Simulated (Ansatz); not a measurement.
This log comes from Ansatz, run on CdS (wurtzite). The cell was relaxed beforehand with r2SCAN.

Structure:
```xyz
4
Lattice="4.1646 0.0000 0.0000 -2.0823 3.6067 0.0000 0.0000 0.0000 6.7660" Properties=species:S:1:pos:R:3 pbc="T T T"
Cd    0.0000    2.4044   -0.0065
Cd    2.0823    1.2022    3.3765
S     0.0000    2.4044    2.5438
S     2.0823    1.2022    5.9268
```

Output, abridged:
```
Pseudopotential: Cd, paw, valence charge 20, recommended cutoff 420 eV
Pseudopotential: S, paw, valence charge 6, recommended cutoff 420 eV
Crystal: 4 atoms, lattice volume = 101.627 Å³
Basis set: ecut = 420 eV, 1985 PW (Γ)
Bands: 32, of which v1, the nominal top of the filled ones, is band 26 counted from 1 (25 counted from 0)
Symmetry: 12 space group operations
Space group: P63mc (ITA 186)
k-points: 14 of 72
preconditioner: auto → Resta (q_TF=auto, 2.440 Å⁻¹)  ε∞=4.6  [insulator: Δε(μ)=1.165 eV  ℏωp=22.1 eV]
Free energy (F): -18315.648636 eV
Fermi energy:    6.573841 eV
--- Per-component energies (eV) ---
  E_band       = -1027.333209
  E_kinetic    = 1222.915389
  E_local      = -8105.369003
  E_nonlocal   = 124.373650
  E_hartree    = 3719.643917
  E_xc         = -547.395496
  E_vxc        = -617.685935
  E_paw        = -9367.715999
  E_vpaw       = -1090.860708
  E_ewald      = -5362.101126
--- Band table (eV; the first three rows and the last of 14) ---
  k-point 0: bands = […, 2.3443, 5.8468, 5.8468, 6.5379, 6.5738, 6.5738, 7.7465, 9.3348, 13.0373, 13.0373, …]
  k-point 1: bands = […, 4.1690, 4.1690, 6.1980, 6.1980, 6.1980, 6.1980, 9.3842, 9.3842, 12.7215, 12.7215, …]
  k-point 2: bands = […, 2.5201, 4.9044, 5.3900, 5.5414, 6.3452, 6.3917, 8.8806, 10.1842, 12.3335, 13.3657, …]
  k-point 13: bands = […, 2.6622, 2.6622, 4.2361, 4.2361, 5.5064, 5.5064, 10.9403, 10.9403, 12.6854, 12.6854, …]
--- G₀W₀: contour deformation, 7 samples at zero and on the imaginary axis and 1 off it, 72 q-points, 230 empty bands' worth ---
    ik  band        ε_KS         Σx   Σc(E_QP)       V_xc       Z   E_QP_lin       E_QP  E_QP is
     0    25      6.5738   -20.6691     2.2310   -17.9174  0.7416     6.0423     6.0532  root
     0    26      6.5738   -20.6691     2.2310   -17.9174  0.7416     6.0423     6.0532  root
     0    27      7.7465    -8.7067    -3.4928   -12.4063  0.7830     7.9544     7.9532  root
     0    28      9.3348    -8.1717    -3.8751   -12.3929  0.7797     9.6849     9.6809  root
     1    25      6.1980   -20.1695     2.3605   -17.2386  0.7389     5.6136     5.6276  root
     1    26      6.1980   -20.1695     2.3605   -17.2386  0.7389     5.6136     5.6276  root
     1    27      9.3842    -8.7617    -3.7841   -12.8764  0.7735     9.7184     9.7147  root
     1    28      9.3842    -8.7617    -3.7841   -12.8764  0.7735     9.7184     9.7147  root
     2    25      6.3452   -20.2873     2.3807   -17.3400  0.7384     5.7645     5.7785  root
     2    26      6.3917   -20.4256     2.2976   -17.5833  0.7400     5.8346     5.8470  root
     2    27      8.8806    -9.7654    -3.4388   -13.4723  0.7699     9.1510     9.1487  root
     2    28     10.1842    -8.6696    -4.0259   -13.1163  0.7687    10.6118    10.6051  root
     3    25      5.9473   -19.8146     2.4240   -16.7942  0.7368     5.3348     5.3509  root
     3    26      5.9473   -19.8146     2.4240   -16.7942  0.7368     5.3348     5.3509  root
     3    27     10.1167    -9.0484    -3.9745   -13.4158  0.7641    10.5153    10.5096  root
     3    28     10.1167    -9.0484    -3.9745   -13.4158  0.7641    10.5153    10.5096  root
     4    25      5.7935   -19.4528     2.4724   -16.3581  0.7352     5.1525     5.1712  root
     4    26      6.0260   -19.9126     2.4205   -16.9049  0.7365     5.4233     5.4388  root
     4    27      9.9628    -8.8798    -3.9666   -13.2322  0.7655    10.3540    10.3487  root
     4    28     10.5634    -7.8617    -3.9995   -12.2326  0.7745    10.9398    10.9348  root
     5    25      5.4911   -19.1791     2.5480   -15.9930  0.7319     4.8328     4.8530  root
     5    26      5.4911   -19.1791     2.5480   -15.9930  0.7319     4.8328     4.8530  root
     5    27     10.2687    -7.8725    -3.9495   -12.1489  0.7738    10.5994    10.5956  root
     5    28     10.2687    -7.8725    -3.9495   -12.1489  0.7738    10.5994    10.5956  root
     6    25      5.3402   -18.8867     2.5749   -15.6433  0.7319     4.6484     4.6717  root
     6    26      5.8471   -19.6392     2.4717   -16.5624  0.7347     5.2251     5.2421  root
     6    27     10.2516    -8.5564    -4.0690   -13.0448  0.7675    10.6776    10.6709  root
     6    28     10.4553    -7.7336    -3.8919   -11.9507  0.7782    10.7842    10.7804  root
     7    25      5.3029   -19.0048     2.6131   -15.7407  0.7292     4.6304     4.6519  root
     7    26      5.3029   -19.0048     2.6131   -15.7407  0.7292     4.6304     4.6519  root
     7    27     10.0544    -7.6329    -3.8613   -11.7828  0.7789    10.3459    10.3430  root
     7    28     10.0544    -7.6329    -3.8613   -11.7828  0.7789    10.3459    10.3430  root
    11    25      5.4334   -19.0199     2.5762   -15.8015  0.7304     4.7706     4.7912  root
    11    26      5.4334   -19.0199     2.5762   -15.8015  0.7304     4.7706     4.7912  root
    11    27     10.6131    -8.1442    -4.0522   -12.5713  0.7698    10.9932    10.9879  root
    11    28     10.6131    -8.1442    -4.0522   -12.5713  0.7698    10.9932    10.9879  root
  […]
```

The points are ik 0 = (0, 0, 0) (Γ), ik 1 = (0, 0, -1/2), ik 2 = (0, 1/6, 0), ik 3 = (0, 1/6, -1/2), ik 4 = (0, 1/3, 0), ik 5 = (0, 1/3, -1/2), ik 6 = (0, -1/2, 0), ik 7 = (0, -1/2, -1/2), ik 11 = (1/6, 1/3, -1/2), ik 13 = (1/3, 1/3, -1/2); band 26 is the last filled one.

Q: Write the input file that gave this output.

A:
```yaml
crystal:
  # lattice and atoms as above
kpoints:
  mp_grid: { grid: [6, 6, 2] }
hamiltonian:
  xc: pbe
scf:
  occupations: { method: fixed }
gw:
  n_empty_bands: 230
  ecut_chi: 100
  qp_bands: [v2, c2]
  qp_kpoints: band_edges
  screening: { model: contour_deformation }
```
The quasiparticle table needs the gw block. Close relatives of this functional can't be ruled out from these lines alone. Not every key shows in the log; this is the file that was used, less any keys that only write grids.

Q: What wall time did it need on 1 × NVIDIA H100 80GB HBM3 with 2 threads of AMD EPYC 7R13 Processor (Zen 3), with other jobs on the host, load about 0.8 per core, and what peak of host memory did it reach?

A: About 36 s, with a peak of 1.5 GiB.

The values are computed, spin-unpolarised, and not measurements.

Spin-orbit coupling is left out.
